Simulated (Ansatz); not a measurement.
YN (rock salt)

```xyz
2
Lattice="0.0000 2.4478 2.4478 2.4478 0.0000 2.4478 2.4478 2.4478 0.0000" Properties=species:S:1:pos:R:3 pbc="T T T"
N      0.0000     0.0000     0.0000
Y      2.4478     2.4478     2.4478
```

The relaxed cell is deformed in two ways at once: its volume V is scaled, and at that volume it is stretched along z (the c axis of the conventional cell) so that c/a changes. Fractional atomic positions are held.

Method: r2SCAN (plane waves to 500 eV, PAW, scalar-relativistic; Ansatz, a quantum-chemistry and plane-wave program). k mesh 12×12×12 (Γ-centred), Fermi-Dirac smearing 0.05 eV. Compression counts positive. YN is run without spin polarisation. YN was relaxed with its symmetry unable to fall.

At one point of the scan the stress tensor (GPa) is:

```
  -12.9      0.0      0.0
    0.0    -12.9      0.0
    0.0      0.0     -5.9
```

Which point is it?
A. V/V₀ = 1.080, (c/a)/(c/a)₀ = 0.960
B. V/V₀ = 1.080, (c/a)/(c/a)₀ = 0.980
C. V/V₀ = 1.040, (c/a)/(c/a)₀ = 1.000
D. V/V₀ = 1.000, (c/a)/(c/a)₀ = 0.980

A, V/V₀ = 1.080, (c/a)/(c/a)₀ = 0.960

(A scan under strain: stresses follow from slopes of the energy per volume, elastic moduli from its curvatures.)
